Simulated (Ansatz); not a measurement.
HfC:
Space group P-6m2 (No. 187); a = b = 3.2266 Å, c = 2.9016 Å, α = β = 90.00°, γ = 120.00°

| atom | site | symmetry | x | y | z |
|---|---|---|---|---|---|
| Hf | 1a | -6m2 | 0.0000 | 0.0000 | 0.0000 |
| C | 1d | -6m2 | 0.3333 | 0.6667 | 0.5000 |

Relaxed at zero pressure with r²SCAN in the plane-wave PAW code Ansatz.

Question: The volume is lowered by 9 % and shape and atoms relax at that volume. What pressure results, and how do the axes share the change?

Answer: 23.5 GPa; a -3.5 %, b -3.5 %, c -2.4 %; the energy rises by 80 meV/atom.

Question: Give the new structure.

Answer: 
Space group P-6m2 (No. 187); a = b = 3.115 Å, c = 2.833 Å, α = β = 90.00°, γ = 120.00°

```json
[
 {"atom": "Hf", "site": "1a", "symmetry": "-6m2", "x": "0.0000", "y": "0.0000", "z": "0.0000"},
 {"atom": "C", "site": "1d", "symmetry": "-6m2", "x": "0.3333", "y": "0.6667", "z": "0.5000"}
]
```

The phase is kept; no other phase was compared at this pressure.

The start of the workflow was typed in or built on a structure type; neither database checked (COD, Materials Project) lists it. It is not the phase usual at ambient conditions (space group No. 225). The cell was relaxed with r²SCAN under the symmetry of its start; its stability against distortions is not shown here. No spin polarisation was allowed. Spin–orbit coupling is left out wherever it is not named.

Potentials: the earlier of the program's two PAW sets.
